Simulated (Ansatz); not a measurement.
KZnF$_{3}$ (cubic perovskite, Pm-3m), the program Ansatz at the PBEsol level (PAW). The conduction-band minimum lies at Γ, with 1 equivalent valley. Second derivatives d²E/dk² of the lowest band at one valley (eV·Å²), along Cartesian directions:

| direction | d²E/dk² |
|---|---|
| [100] | 17.35 |
| [010] | 17.35 |
| [001] | 17.35 |
| [110] | 17.35 |
| [101] | 17.35 |
| [011] | 17.35 |

Q: Find the principal effective masses, the density-of-states mass and the conductivity mass.

A: Off-diagonal terms follow from H_xy = H[110] − (H_xx + H_yy)/2, and m*/mₑ = 7.620 eV·Å² over each eigenvalue: 0.44, 0.44, 0.44. One valley's DOS mass (m₁m₂m₃)^(1/3) = 0.44, conductivity mass 3/(Σ 1/mᵢ) = 0.44 mₑ.

Q: What effective density of states Nc follows at 300 K for parabolic valleys?

A: Nc = 2.509e19 × 1 × (0.44)^(3/2) ≈ 7.3e18 cm⁻³.

The cell was relaxed with PBEsol under the symmetry of its start.

Potentials: the later of the program's two PAW sets.

Edges and masses are those of Kohn–Sham bands, whose gap is no quasiparticle gap.
